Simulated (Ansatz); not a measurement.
# Trial structures of ScAlH6

ScAlH6 was placed in 8 structures, borrowed from other compounds or built from prototypes, and relaxed with PBEsol and then r2SCAN+rVV10 in the PAW code Ansatz, symmetry kept. Energies are static, from a final single point; gaps are the least over its mesh and special points. The cells were built from prototypes, so some may not be known phases; spin polarisation is off.

```csv
start,ends in,volume (Å³/atom),"energy, r2SCAN+rVV10 (meV/atom)","gap, r2SCAN+rVV10 (eV)",shaken (PBEsol)
MgTiF6 type (No. 148),R-3,9.35,54,1.96,falls 90 meV
KCrF6 type (No. 148),R-3,7.22,0,1.60,returns (8 atoms)
TaNbAl6 type (No. 123),P4/mmm,6.10,249,metal,falls 156 meV
MgZrF6 type (No. 225),Fm-3m,11.90,92,2.71,falls 154 meV
AlSiNi6 type (No. 123),P4/mmm,6.38,275,metal,falls 183 meV
CuSnF6 type (No. 2),R-3,7.22,0,1.60,returns (8 atoms)
LaYMg6 type (No. 38),P-6m2,6.46,192,metal,falls 134 meV
LaAlH6 type (No. 166),R-3m,7.33,2,1.60,falls 8 meV
```
Energies count from the lowest cell; the last column tells what a randomly displaced small cell does when relaxed without symmetry, which tests only the distortions that fit it.

The two lowest cells, from KCrF6 type (No. 148) and LaAlH6 type (No. 166), differ by 2 meV an atom, too little for a functional to decide. With PBEsol some shaken cells land within 15 meV an atom of the lowest symmetric one. Other structures, not tried here, could lie lower.

The start from CuSnF6 type (No. 2) relaxes into the same structure as KCrF6 type (No. 148). The cells shaken are PBEsol's, whose volumes can differ from those tabled by ten per cent. The falls are PBEsol's, in meV an atom on the shaken cell's own mesh; a cell that falls isn't a minimum, and its place in the table may change once it distorts.

The cells in order of energy (the first three):
- KCrF6 type (No. 148): R-3, 7.22 Å³ an atom. Sc has 12 H at 2.17 Å; Al has 6 H at 1.70 Å; H has 1 Al at 1.70 Å and 2 Sc at 2.17 Å.
- LaAlH6 type (No. 166): R-3m, 7.33 Å³ an atom. Around Sc lie 12 H at 2.15–2.18 Å; around Al lie 6 H at 1.70 Å; around H lie 1 Al at 1.70 Å and 2 Sc at 2.15–2.18 Å.
- MgTiF6 type (No. 148): R-3, 9.35 Å³ an atom. Sc is surrounded by 6 H at 1.95 Å; Al is surrounded by 6 H at 1.71 Å; H is surrounded by 1 Al at 1.71 Å and 1 Sc at 1.95 Å.

The lowest symmetric cell:
```
Sc Al H
1.0
     2.96492    1.71180    1.89579
    -2.96492    1.71180    1.89579
     0.00000   -3.42360    1.89579
Sc Al H
1 1 6
Direct
  0.00000 0.00000 0.00000
  0.50000 0.50000 0.50000
  0.55442 0.22101 0.14335
  0.22101 0.14335 0.55442
  0.85665 0.44558 0.77899
  0.77899 0.85665 0.44558
  0.44558 0.77899 0.85665
  0.14335 0.55442 0.22101
```
